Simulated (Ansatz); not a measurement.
**BIr: axial (c/a) deformation path**

Theory: Ansatz, DFT r2SCAN, scalar-relativistic, plane waves, PAW. Cutoff 500 eV, Γ-centred 21×21×20 k-points, Gaussian smearing of 0.15 eV. Spin–orbit coupling is left out, which can shift energies with elements as heavy as these. No spin polarisation. Energies are free energies at this smearing, counted from the undisturbed cell; pressure is positive in compression.

The starting cell (as given, not relaxed at this level; it stands at -2.2 GPa, and it needn't be the usual structure):

```xyz
2
Lattice="3.0421 0.0000 0.0000 -1.5211 2.6345 0.0000 0.0000 0.0000 2.7030" Properties=species:S:1:pos:R:3 pbc="T T T"
B     0.0000    1.7564    1.3515
Ir   -1.5211    2.6345    0.0000
```

At fixed volume and fractional coordinates, lengths along (0.000, 0.000, 1.000) are scaled against those across it; ρ is that ratio over its starting value. The cell is metallic on the mesh throughout.

```
    ρ  ΔE (meV/atom) pressure (GPa)
0.850          337.2            19.6
0.920              ?               ?
0.960           20.6             1.3
1.000            0.0            -2.2
1.100           81.0            -5.9
1.200          141.3            -7.5
```

Q: Give the withheld values.

A: ΔE (meV/atom) at ρ = 0.920: 87.2; pressure (GPa) at ρ = 0.920: 6.3.